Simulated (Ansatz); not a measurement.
Sr$_{2}$BBrN$_{2}$:
```
Sr2BBrN2
1.0
    2.06039     1.18956     8.86394
   -2.06039     1.18956     8.86394
    0.00000    -2.37913     8.86394
Sr B Br N
2 1 1 2
Direct
  0.24800   0.24800   0.24800
  0.75200   0.75200   0.75200
  0.50000   0.50000   0.50000
  0.00000   0.00000   0.00000
  0.44955   0.44955   0.44955
  0.55045   0.55045   0.55045
```

DFT-r²SCAN in the program Ansatz with PAW potentials gives a gap of 2.84 eV without spin–orbit coupling, maximum at L, minimum at Γ.

Question: What happens when spin–orbit coupling is switched on?

Answer: The gap hardly moves, to 2.84 eV; maximum at L, minimum at Γ.

Question: Give the electron effective mass with spin–orbit coupling.

Answer: 0.37, 0.37, 0.44 mₑ (principal values).

Question: Give the hole effective mass with spin–orbit coupling.

Answer: 2.4, 2.8, 20 mₑ (principal values).

Space group R-3m. The workflow started from a Materials Project entry (that database holds measured and hypothetical structures alike); the Crystallography Open Database copy checked does not list it. Whether it is the stable phase at ambient conditions was not checked. The cell was relaxed with r²SCAN under the symmetry of its start; whether a distortion lowers the energy is not shown.

Potentials: the later of the program's two PAW sets.
